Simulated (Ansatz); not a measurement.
**Ansatz 0.2.0, settings compared: MgCd3**

Input:

```yaml
crystal:
  lattice:
    - [6.292689, 0.0, 0.0]
    - [-3.146344, 5.449629, 0.0]
    - [0.0, 0.0, 5.092803]
  atoms:
    - { symbol: Mg, position: [0.3333, 0.6667, 0.25] }
    - { symbol: Mg, position: [0.6666, 0.3333, 0.75] }
    - { symbol: Cd, position: [0.833, 0.666, 0.25] }
    - { symbol: Cd, position: [0.167, 0.833, 0.75] }
    - { symbol: Cd, position: [0.334, 0.167, 0.25] }
    - { symbol: Cd, position: [0.167, 0.334, 0.75] }
    - { symbol: Cd, position: [0.833, 0.167, 0.25] }
    - { symbol: Cd, position: [0.666, 0.833, 0.75] }
  symmetry: { tolerance: 0.0003 }
kpoints:
  mp_grid: { grid: [4, 4, 4], shift: [0, 0, 0] }
magnetization:
  spin_polarized: false
scf:
  occupations: { method: fermi_dirac, width: 0.0741 }
hamiltonian:
  pseudopotentials: { kind: paw }
  xc: pbesol
basis:
  ecutwfc: 420
output:
  forces: true
  stress: true
  eigenvalues: true
```

Launch command:

```bash
ansatz run input.yaml --threads 1 --pin off --max-ram 2560MiB --backend cpu --events-out ev --progress --plain --runs-dir out
```

Origin of the cell: a database entry, scaled a little.

Output of this run (shortened):

```
SCF iter   1: F=—  HF=-52929.100505 eV  Δρ=5.07e-3  dr2=3.89e-2  defer=8
SCF iter   2: F=—  HF=-52929.089244 eV  Δρ=1.30e-3  dr2=3.53e-3  defer=19
SCF iter   3: F=—  HF=-52929.088324 eV  Δρ=5.30e-4  dr2=5.56e-4  defer=19
SCF iter   4: F=—  HF=-52929.088187 eV  Δρ=9.36e-5  dr2=2.00e-5  defer=19
SCF iter   5: F=—  HF=-52929.088116 eV  Δρ=2.70e-5  dr2=1.02e-6  defer=19
SCF iter   6: F=-52929.088116 eV  HF=-52929.088116 eV  Δρ=5.74e-6  dr2=5.84e-8
SCF 1 converged in 6 iterations: F = -52929.088116 eV  dr2 = 5.84e-8
SCF converged after 6 iterations
Free energy (F): -52929.088116 eV
Harris-Foulkes:  -52929.088116 eV  (|F-HF|=2.53e-8)
Internal energy: -52929.032823 eV  (E = F + TS)
E sigma→0 (E₀):  -52929.060469 eV
Entropy (-TS):   -0.055292 eV (-6.912 meV/atom)
Fermi energy:    12.059841 eV
--- Per-component energies (eV) ---
  E_band       = -3227.462590
  E_kinetic    = 3177.024406
  E_local      = -21857.621773  (includes V_loc(G=0)·N_el)
  E_nonlocal   = 402.016215
  E_hartree    = 9866.135295
  E_xc         = -1111.255200
  E_vxc        = -1402.184899  (∫ρ·V_xc dr)
  E_paw        = -24637.217157  (= ΣΔE_a)
  E_vpaw       = -3278.997565  (= ΣTr[D̂ρ^β])
  E_aug_tail   = 0.000065  (compensation charges beyond the density's cutoff)
  E_ewald      = -18770.284157
  E_core_change = 2.169483  (= ΣΔE_core)
  E_smearing   = -0.055292  (= −TS)
  Σ components = -52929.088116   (vs F -52929.088116, Δ=0.00e0)
--- Forces (eV/Å), atoms counted from 1 ---
  atom   1  Mg    -0.000000     0.000000     0.000000
  atom   2  Mg    -0.000000    -0.000000     0.000000
  atom   3  Cd     0.000000     0.068888     0.000000
  atom   4  Cd    -0.059659     0.034444     0.000000
  atom   5  Cd    -0.059659    -0.034444     0.000000
  atom   6  Cd    -0.000000    -0.068888     0.000000
  atom   7  Cd     0.059659    -0.034444     0.000000
  atom   8  Cd     0.059659     0.034444     0.000000
  max |Σ_I F_I| component: 6.94e-17 eV/Å
--- Stress (GPa, compression-positive) ---
       -3.439368      -0.000000       0.000000
       -0.000000      -3.439368       0.000000
        0.000000       0.000000      -2.603372
  P = ⅓ Tr σ = -3.1607 GPa (-31.607 kbar)
```

The same input was run again with these changes:

1. `crystal.symmetry` { tolerance: 0.0003 } → { detect: false }; `hamiltonian.pseudopotentials` { kind: paw } → { kind: nc, accuracy: standard }; `basis.ecutrho_ratio` default → 12
2. `basis.ecutwfc` 420 → "40.4 Ry"
3. `basis.xc_grid` default → 3
4. `accuracy` default → low

| run | end | SCF iterations | P (GPa) | max force component (eV/Å) | moment (μB) | ΔE(σ→0) (meV/atom) |
| --- | --- | --- | --- | --- | --- | --- |
| base | converged | 6 | -3.16 | 0.069 | – | 0 |
| 1 | converged | 9 | -12.23 | 0.324 | – | – |
| 2 | converged | 6 | -3.16 | 0.069 | – | -0.88 |
| 3 | converged | 6 | -3.16 | 0.069 | – | 0.00 |
| 4 | converged | 6 | -3.16 | 0.069 | – | 0.00 |

Energies are compared only where functional, datasets, charge and starting cell are the same.

Caveats of the base run: the k mesh is coarse if the cell is a metal.

Run 1: the cutoff lies below the datasets' advice.

Time of the base run: 4 s on 1 thread of Intel(R) Xeon(R) 6975P-C (Granite Rapids), with other jobs on the host, peak memory 0.53 GiB, from the program's own first density.
